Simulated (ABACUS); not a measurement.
Band structure of CsPbBr3 (Pm-3m, 5 atoms in the cell; from Materials Project mp-600089, lattice scaled a little).

```
CELL_PARAMETERS angstrom
      5.84988     0.00000     0.00000
      0.00000     5.84988     0.00000
      0.00000     0.00000     5.84988
ATOMIC_POSITIONS crystal
  Cs 0.00000 0.00000 0.00000
  Pb 0.50000 0.50000 0.50000
  Br 0.50000 0.50000 0.00000
  Br 0.00000 0.50000 0.50000
  Br 0.50000 0.00000 0.50000
```

Method: PBEsol, PseudoDojo 0.4 standard norm-conserving PBEsol (tails mended) pseudopotentials (plane waves; ABACUS).

Settings: KPT = Gamma 4 4 4 0 0 0; basis_type = pw; dft_functional = PBESOL; ecutwfc = 62.5 Ry; smearing_method = gaussian; smearing_sigma = 0.00146997 Ry; potentials = PseudoDojo 0.4 standard norm-conserving PBEsol (tails mended); symmetry = 1; symmetry_prec = 1e-05; nbands = 34; ks_solver = dav; scf_nmax = 100; scf_thr = 1.0e-09 Ry; mixing_type = broyden.

Spin-orbit coupling is left out, which matters for bands and gaps with elements this heavy. The structure comes from a collection of computed structures, made at another level of theory; the collection holds predicted forms beside known ones. Its lattice was then scaled.

### Question
Predict the gap along the standard path and the places of the band edges.

### Answer
The gap along the path is 1.38 eV, direct at R to within 0.01 eV.

Points are given in units of this cell's reciprocal vectors. Levels in eV from the top of the valence band on the SCF mesh, bands 19 to 26:
```csv
point,19,20,21,22,23,24,25,26
Γ (0 0 0),-2.23,-2.11,-2.11,-2.11,2.84,3.96,3.96,4.71
X (0 0.5 0),-2.37,-2.22,-2.22,-1.47,2.47,4.33,4.90,5.02
M (0.5 0.5 0),-2.46,-2.34,-1.74,-0.72,1.96,1.96,4.78,5.06
R (0.5 0.5 0.5),-1.72,-1.72,-1.72,0.00,1.38,1.38,1.38,4.35
```

“Tails mended”: in these copies of the files the far tail of each local potential was reset to the Coulomb form.
